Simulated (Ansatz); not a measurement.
Rb₂PtCl₆:
```
Rb2PtCl6
1.0
    0.00000     4.99359     4.99359
    4.99359     0.00000     4.99359
    4.99359     4.99359     0.00000
Rb Pt Cl
2 1 6
Direct
  0.25000   0.25000   0.25000
  0.75000   0.75000   0.75000
  0.00000   0.00000   0.00000
  0.76617   0.23383   0.76617
  0.23383   0.76617   0.23383
  0.76617   0.23383   0.23383
  0.23383   0.76617   0.76617
  0.76617   0.76617   0.23383
  0.23383   0.23383   0.76617
```

The program Ansatz at the r²SCAN level (PAW) gives a gap of 2.14 eV without spin–orbit coupling, maximum at X, minimum at X.

**Question.** What happens when spin–orbit coupling is switched on?

**Answer.** The gap decreases by 0.15 eV, to 1.99 eV; maximum at X, minimum at X.

**Question.** Give the electron effective mass with spin–orbit coupling.

**Answer.** 0.69, 0.83, 0.83 mₑ (principal values).

**Question.** Give the hole effective mass with spin–orbit coupling.

**Answer.** 2.2, 4.4, 4.4 mₑ (principal values).

Space group Fm-3m. The workflow started from a Materials Project entry (that database holds measured and hypothetical structures alike); the Crystallography Open Database files this formula in space group No. 225, but the cells were not matched. Whether it is the stable phase at ambient conditions was not checked. The cell was relaxed with r²SCAN under the symmetry of its start; its stability against distortions is not shown here. No spin polarisation was allowed.

Potentials: the later of the program's two PAW sets.
